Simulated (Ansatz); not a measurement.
InO in space group P6_3/mmc (No. 194; In on 4f, O on 4f) under volume change, plane-wave PAW LDA (Ansatz code), shape and atoms relaxed at each volume.

```csv
V (Å³/atom),E − E(relaxed) (meV/atom),P (GPa)
14.445,50.7,12.41
14.921,…,…
15.397,5.0,3.48
15.873,0.0,0.00
16.349,…,…
16.826,16.8,-5.32
17.302,35.6,-7.32
```

**Question.** Some entries are withheld; supply them.

**Answer.** 
- 14.921, E − E(relaxed) (meV/atom): 21.3
- 14.921, P (GPa): 7.57
- 16.349, E − E(relaxed) (meV/atom): 4.4
- 16.349, P (GPa): -2.88

**Question.** What does a third-order Birch–Murnaghan fit give for V₀, B₀ and B′?

**Answer.** V₀ = 15.88 Å³/atom, B₀ = 105 GPa, B′ = 4.8.

The cell is a constructed one: a structure type filled with these elements; neither database checked (COD, Materials Project) lists it. Whether it is the stable phase at ambient conditions was not checked. The cell was relaxed with LDA under the symmetry of its start; its stability against distortions is not shown here.

Potentials: the earlier of the program's two PAW sets. The files were generated under PBE; for other functionals the program regenerates the frozen cores, and for LDA and PBEsol the local potential too.
